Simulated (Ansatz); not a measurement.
All numbers below come from Ansatz, DFT PBE, scalar-relativistic, plane waves, PAW. All cells share a 420 eV cutoff and Γ-centred k meshes spaced at most about 0.3 Å⁻¹ (about 0.25 or finer for metals, 2π included). No spin polarisation in the final relaxations.

All energies are static (0 K, no zero-point motion). All come from trial cells, and lower structures may exist.

**Question.** Order these relaxed structures of LiS3 by energy, lowest first, with the energy over the lowest of them.
A.

```
CELL_PARAMETERS angstrom
4.56924 0.00000 0.00000
-2.28462 3.95708 0.00000
0.00000 0.00000 4.63573
ATOMIC_POSITIONS crystal
Li 0.00000 0.00000 0.00000
S 0.33333 0.66667 0.50000
S 0.66667 0.33333 0.50000
S 0.00000 0.00000 0.50000
```

B.

```
CELL_PARAMETERS angstrom
4.01115 0.00000 0.00000
0.00000 4.01115 0.00000
0.00000 0.00000 4.01115
ATOMIC_POSITIONS crystal
Li 0.00000 0.00000 0.00000
S 0.00000 0.50000 0.50000
S 0.50000 0.50000 0.00000
S 0.50000 0.00000 0.50000
```

C.

```
CELL_PARAMETERS angstrom
-2.51349 2.51349 2.51349
2.51349 -2.51349 2.51349
2.51349 2.51349 -2.51349
ATOMIC_POSITIONS crystal
Li 0.00000 0.00000 0.00000
S 0.00000 0.50000 0.50000
S 0.50000 0.00000 0.50000
S 0.50000 0.50000 0.00000
```

D.

```
CELL_PARAMETERS angstrom
4.54779 0.00000 0.00000
0.00000 4.54779 0.00000
0.00000 0.00000 2.99623
ATOMIC_POSITIONS crystal
Li 0.00000 0.00000 0.00000
S 0.00000 0.50000 0.50000
S 0.50000 0.00000 0.50000
S 0.50000 0.50000 0.00000
```

**Answer.** C (0 meV/atom), A (405 meV/atom), D (437 meV/atom), B (501 meV/atom). Forms: C Im-3m; A P6/mmm; D P4/mmm; B Pm-3m. Counting S atoms around Li (those within 1.25 times the shortest such distance or 1.15 times the sum of covalent radii; a plus sign parts nearer from farther groups; the shortest distance is added where it is long for a bond): C has Li 6; A has Li 2; D has Li 8+4; B has Li 12 from 2.8 Å.

In Im-3m, P6/mmm, P4/mmm, Pm-3m an odd number of electrons in the primitive cell allows no gap without spin; a larger cell or a magnetic state could open one. A magnetic state wasn't ruled out in cells without spin, among them Im-3m, P6/mmm, P4/mmm. Cells relaxed within their symmetry can be saddle points. Some types were kept out of the candidates beforehand, so the set may lack a known form.
